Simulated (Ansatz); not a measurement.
This run works on a generated trial structure, not on a known crystal.

Input and command of a plane-wave DFT calculation in Ansatz:

```yaml
crystal:
  lattice:
    - [2.38737967, -3.56098272, 0.0]
    - [2.38737967, 3.56098272, 0.0]
    - [0.0, 0.0, 4.10907939]
  atoms:
    - { symbol: Ga, position: [0.0, 0.0, 0.0] }
    - { symbol: Bi, position: [0.5, 0.5, 0.5] }
    - { symbol: O, position: [0.67828717, 0.32171283, 0.0] }
    - { symbol: O, position: [0.32171283, 0.67828717, 0.0] }
basis:
  ecutwfc: 420
kpoints:
  mp_grid: { grid: [4, 4, 4] }
hamiltonian:
  xc: pbe
scf:
  occupations: { method: gaussian, width: 0.15 }
  lower_state_search: "off"
output:
  forces: true
  stress: true
  eigenvalues: true
relax:
  adjacent_minimum: "off"
  f_tol: 0.08
  max_steps: 16
  cell: { stress_tol: 0.8 }
```

```bash
ansatz run input.yaml --threads 1 --pin off --max-ram 2560MiB --backend cpu --events-out ev --progress --plain --runs-dir out
```

Processor: Intel(R) Xeon(R) Processor @ 2.50GHz (Skylake/Cascade Lake), 1 thread, on a host shared with other jobs.

Task: How long does it run, and how much memory does it take?

Result: About 64 s, peak memory 0.4 GiB. It solves 24 bands at 21 k points (after reduction by symmetry) with about 1443 plane waves (on the last cell), in 77 SCF iterations over 11 ionic steps.
